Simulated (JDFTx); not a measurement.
Al(111) slab cut from bulk Al (space group Fm-3m, indices of the conventional cell, lattice of the Materials Project entry mp-134, not re-optimised): 6 atoms in 6 planes, a 1x1 cell of 7.06 Å² (|a| = 2.856, |b| = 2.856 Å), 11.7 Å between the outermost planes, cell height 27.7 Å, 8×8×1 k mesh, Fermi smearing 0.01 Ha, no spin polarisation.

Final geometry:
```
6
Lattice="2.856 0.000 0.000 1.428 2.473 0.000 0.000 0.000 27.700" Properties=species:S:1:pos:R:3 pbc="T T F"
Al     2.856     1.649     7.982
Al     1.428     0.824    10.352
Al     0.000     0.000    12.684
Al     2.856     1.649    15.016
Al     1.428     0.824    17.348
Al     0.000     0.000    19.718
```

Method: PBE, GBRV ultrasoft potentials, plane waves to 20/100 Ha, in a modified build of JDFTx. Liquid on both sides: linear PCM (GLSSA13), water, 0.5 M KCl; nuclei fixed, outer atoms relaxed in vacuum. Potentials refer to SHE, placed 4.44 V below the bulk liquid's zero by convention. Both faces are the same ideal termination; reconstructions, overlayers and chemisorbed solvent are outside this model. Convergence in thickness and k mesh wasn't tested for this slab.

```tsv
U (V vs SHE)	μ (eV)	excess electrons per cell	σ (μC/cm², per face)	run
-1.22	-3.22	0.070	-8.0	fixed charge
-0.95	-3.49	[?]	[?]	fixed potential
-0.66	-3.78	0.000	0.0	neutral
-0.50	-3.94	-0.022	2.4	fixed potential
-0.35	-4.09	-0.044	5.0	fixed potential
-0.15	-4.29	-0.075	8.5	fixed potential
0.05	-4.49	[?]	[?]	fixed potential
```

Problem. Fill in the missing entries, row by row.

Solution. 
- -0.95, excess electrons per cell: 0.038
- -0.95, σ (μC/cm², per face): -4.3
- 0.05, excess electrons per cell: -0.110
- 0.05, σ (μC/cm², per face): 12.4
